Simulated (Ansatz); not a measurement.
SiO2 (alpha-quartz type, space group P3_121)

```yaml
crystal:
  lattice:
    - [5.02210, 0.00000, 0.00000]
    - [-2.51105, 4.34927, 0.00000]
    - [0.00000, 0.00000, 5.51028]
  atoms:
    - { symbol: Si, position: [0.47672, 0.00000, 0.33333] }
    - { symbol: Si, position: [0.00000, 0.47672, 0.66667] }
    - { symbol: Si, position: [0.52328, 0.52328, 0.00000] }
    - { symbol: O, position: [0.41453, 0.25539, 0.20512] }
    - { symbol: O, position: [0.74461, 0.15915, 0.53845] }
    - { symbol: O, position: [0.84085, 0.58547, 0.87179] }
    - { symbol: O, position: [0.15915, 0.74461, 0.46155] }
    - { symbol: O, position: [0.25539, 0.41453, 0.79488] }
    - { symbol: O, position: [0.58547, 0.84085, 0.12821] }
```

The slice is a (0001) plane (indices of the conventional cell) through the point (0.414, 0.255, 0.205) (fractional), spanned by u = [110] and v = [1 -1 0] in vectors of this cell: u (5.02 Å) and v (8.70 Å, at 90° to u). It covers one period; positions are fractions (u, v).

The numbers are results of PBE (plane waves to 420 eV, PAW, scalar-relativistic; Ansatz, a quantum-chemistry and plane-wave program), not measurements. k mesh 8×8×6. These are valence fields of a PAW run, semicore shells included where kept as valence: close to a nucleus they are smooth pseudo fields. SiO2 was relaxed with its symmetry unable to fall.

Task: Predict the map of the electrostatic potential energy of an electron, from the cell's mean on the slice.

Result: 
```
|xxxxxx  ..::==**##%%@@@@@@@@@@**xxxx|
|xxxx      ..==**%%@@@@@@@@@@@@%%--xx|
|--::      ::==**##@@@@@@@@@@@@@@##**|
|**==::....::--==**%%@@@@@@@@@@@@@@##|
|**++==--::..xxxxxx**%%@@@@@@@@@@%%%%|
|##**++++--xxxxxxxx..##%%@@@@@@@@%%%%|
|####****--xxxxxxxx  ++##%%%%%%%%%%%%|
|%%####**--  xxxxxx  --**##%%%%%%%%%%|
|%%%%##++::            --**##%%%%%%%%|
|%%%%##==              ::++##%%%%%%%%|
|%%%%##==              ..++##%%%%%%@@|
|@@%%##==              ::++##%%%%%%@@|
|@@%%##++::            --**####%%%%@@|
|@@@@%%##++::    xxxxxx  ++**####%%%%|
|@@@@%%%%##++--xxxxxxxxxx--++****##%%|
|%%@@@@@@%%##++xxxxxxxxxx::--==++##%%|
|%%@@@@@@@@@@**xxxxxxxxxx  ..::==**##|
|@@@@@@@@@@@@%%--xxxxxx      ..==**%%|
|@@@@@@@@@@@@@@##**--::      ::==**##|
|%%@@@@@@@@@@@@@@##**==::....::--==**|
|**%%@@@@@@@@@@%%%%**++==--::..xxxxxx|
|..##%%@@@@@@@@%%%%##**++++--xxxxxxxx|
|  ++##%%%%%%%%%%%%####****--xxxxxxxx|
|  --**##%%%%%%%%%%%%####**--  xxxxxx|
|    --**##%%%%%%%%%%%%##++::        |
|    ::++##%%%%%%%%%%%%##==          |
|    ..++##%%%%%%@@%%%%##==          |
|    ::++##%%%%%%@@@@%%##==          |
|    --**####%%%%@@@@%%##++::        |
|xxxx  ++**####%%%%@@@@%%##++::    xx|
|xxxxxx--++****##%%@@@@%%%%##++--xxxx|
|xxxxxx::--==++##%%%%@@@@@@%%##++xxxx|
```
Scale: ten equal steps from 0.00 (start of ' ') to 8.47 (end of '@'), in the order ' .:-=+*#%@'. Values: electrostatic potential energy of an electron, from the cell's mean, in eV. The map has 18 points along u (two characters each, u = 0 at the left) and 32 along v (v = 0 in the bottom row). Points within 0.7 Å of a nucleus are blanked (x), as the pseudised field means little there. Values under 0 eV are set to 0. The zero, the cell's mean, hangs on the PAW cores.
